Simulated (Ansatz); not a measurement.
PbAu2:
```yaml
crystal:
  lattice:
    - [0.00000, 4.02156, 4.02156]
    - [4.02156, 0.00000, 4.02156]
    - [4.02156, 4.02156, 0.00000]
  atoms:
    - { symbol: Pb, position: [0.50000, 0.50000, 0.50000] }
    - { symbol: Pb, position: [0.75000, 0.75000, 0.75000] }
    - { symbol: Au, position: [0.12500, 0.12500, 0.12500] }
    - { symbol: Au, position: [0.62500, 0.12500, 0.12500] }
    - { symbol: Au, position: [0.12500, 0.12500, 0.62500] }
    - { symbol: Au, position: [0.12500, 0.62500, 0.12500] }
```

Relaxed with r²SCAN. Special points in fractions of this cell's reciprocal vectors: Γ (0.000, 0.000, 0.000); X (0.500, 0.000, 0.500); U (0.625, 0.250, 0.625); K (0.375, 0.375, 0.750); L (0.500, 0.500, 0.500); W (0.500, 0.250, 0.750).

Question: List the band energies nearest the Fermi level at these points for DFT-r²SCAN in the program Ansatz with PAW potentials.

Answer: In eV from the Fermi level; about four levels below and three above (degenerate sets whole), none deeper than 8.9 eV; points with the same levels are listed once.

```json
[
 {"k": "Γ", "below": "-1.60 -1.60 -1.60 -0.74 -0.74 -0.74", "above": "0.67 1.39 1.39 1.39"},
 {"k": "X", "below": "-3.07 -3.07 -0.91 -0.91", "above": "2.89 2.89 4.20 4.20"},
 {"k": "U", "below": "-2.85 -2.72 -0.87 -0.22", "above": "1.50 1.76 3.43"},
 {"k": "L", "below": "-2.05 -1.60 -0.90 -0.90", "above": "1.38 1.38 1.86"},
 {"k": "W", "below": "-2.62 -2.62 -0.20 -0.20", "above": "0.74 0.74 4.54 4.54"}
]
```

Space group Fd-3m (cubic Laves (MgCu2 type)). The workflow started from an entry of the Crystallography Open Database (COD). Whether it is the stable phase at ambient conditions was not checked. Symmetry was held in the r²SCAN relaxation; its stability against distortions is not shown here. Spin–orbit coupling is left out wherever it is not named.

Potentials: the later of the program's two PAW sets.
